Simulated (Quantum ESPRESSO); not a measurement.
One change at a time to AlHf3In2Nb2

These are calculations, not measurements. They come from Quantum ESPRESSO 7.5, a public plane-wave density functional program. Each row is one single-point run on a made-up periodic cell of eight metal atoms, with elements, volume, strain and displacements drawn at random and not relaxed, so a cell may be unstable or far from any real phase. There is no spin polarisation or spin-orbit coupling.

Settings: PBE unless stated; PseudoDojo standard norm-conserving files; Fermi-Dirac width 0.25 eV, which means electrons at about 2900 K; cutoff 1116 eV; 5 x 5 x 5 k mesh shifted half a step off Gamma. E is the free energy of the whole cell (internal energy minus TS), so a -TS column is already part of it. Stress is positive in tension, and the pressure P is minus a third of its trace.

Checks: one run of this series was repeated at a higher cutoff and on a denser mesh, which moved values by no more than 0.002 eV, 0.04 GPa and 0.005 eV/Å, and a second program with other atomic files agreed on it to 2 % rms in force and 0.5 GPa in pressure. Known limits: heavy elements are run without spin-orbit coupling, which real alloys of them have; a spin test at this wide smearing found no moment, but such smearing suppresses magnetism that the real alloy may have.

The lattice is hexagonal close-packed, and the cell vectors in Å are (0.009, 0.067, 4.938); (6.007, -0.009, 0.012); (-3.011, 5.125, 0.065), a volume of 151.87 Å³ in run 1. The elements on sites 1 to 8 are Al In Hf In Nb Hf Hf Nb. Each later run makes one change to run 1 and keeps the rest. E is counted from run 1, and is n/a where other atomic files have another zero of energy.

```
run                           change  V (Å³)  P (GPa)  -TS (eV)  rms force (eV/Å)  largest change of a force component (eV/Å)  E (eV)
  1                             none  151.87    10.65    -1.303             0.327                                       0.000   0.000
  2          sites 2 and 5 exchanged  151.87    11.18    -1.478             0.399                                       0.825   0.660
  3    all lengths scaled by -1.89 %  143.43    20.32    -1.242             0.378                                       0.103   0.806
  4              LDA in place of PBE  151.87     0.65    -1.322             0.274                                       0.122     n/a
  5                      W on site 4  151.87     4.64    -1.534             0.341                                       0.491     n/a
  6  site 4 moved by -0.08 Å along x  151.87    10.71    -1.303             0.366                                       0.672       ?
```

## Worked estimate

Along the move dE = -F dx. The force on site 4 along x is -0.008 eV/Å in run 1 and 0.664 eV/Å in run 6, and the move is -0.08 Å, so the mean force times the move gives an estimate.

## Withheld value

Question: what E should run 6 give?

The estimate is 0.026 eV. The calculation gave 0.026 eV.
